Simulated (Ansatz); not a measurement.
**Two-dimensional strain map in Ga2O3**

All numbers below come from DFT PBE, scalar-relativistic, plane waves, PAW (Ansatz). Settings: plane waves to 420 eV, k-mesh 6×6×6 (Γ-centred), Gaussian smearing 0.05 eV. No spin polarisation. Energies are free energies at this smearing, counted from the undisturbed cell; pressure is positive in compression.

The starting cell (relaxed at this level; this form isn't the usual structure):

```
Ga O
1.0
     2.52872    1.45996    4.54104
    -2.52872    1.45996    4.54104
     0.00000   -2.91992    4.54104
Ga O
4 6
Direct
  0.35587 0.35587 0.35587
  0.14413 0.14413 0.14413
  0.64413 0.64413 0.64413
  0.85587 0.85587 0.85587
  0.55317 0.94683 0.25000
  0.25000 0.55317 0.94683
  0.94683 0.25000 0.55317
  0.44683 0.05317 0.75000
  0.75000 0.44683 0.05317
  0.05317 0.75000 0.44683
```

The cell is strained by p along both x and y and by q along z, fractional coordinates fixed. Points are written (p, q).

Energy above the undisturbed cell in meV/atom (a dash: not computed):

| p \ q | -0.050 | -0.025 | 0.000 | 0.025 | 0.050 |
| --- | --- | --- | --- | --- | --- |
| -0.050 | 170.0 | 123.0 | 94.1 | 81.2 | 82.8 |
| -0.025 | 72.1 | 38.8 | 22.0 | 19.8 | 30.7 |
| 0.000 | 28.8 | 6.9 | 0.0 | 6.4 | 24.7 |
| 0.025 | 30.4 | 17.9 | 19.0 | 32.3 | 56.4 |
| 0.050 | 68.7 | 63.9 | 71.5 | 90.1 | 118.7 |

Pressure in GPa:

```
 p \ q  -0.050  -0.025  0.000  0.025  0.050
-0.050    43.7    35.0   27.3   20.6   14.7
-0.025    25.2    18.1   12.0    6.6    1.9
 0.000    10.7     5.0    0.0   -4.2   -7.9
 0.025    -0.6    -5.2   -9.1  -12.5  -15.4
 0.050    -9.3   -13.0  -16.1  -18.7  -20.9
```

Gap on the k-mesh in eV:

```
 p \ q  -0.050  -0.025  0.000  0.025  0.050
-0.050    4.11    3.80   3.45   3.09   2.71
-0.025    3.45    3.21   2.93   2.62   2.30
 0.000    2.79    2.62   2.40   2.15   1.88
 0.025    2.16    2.03   1.87   1.67   1.45
 0.050    1.56    1.46   1.34   1.19   1.02
```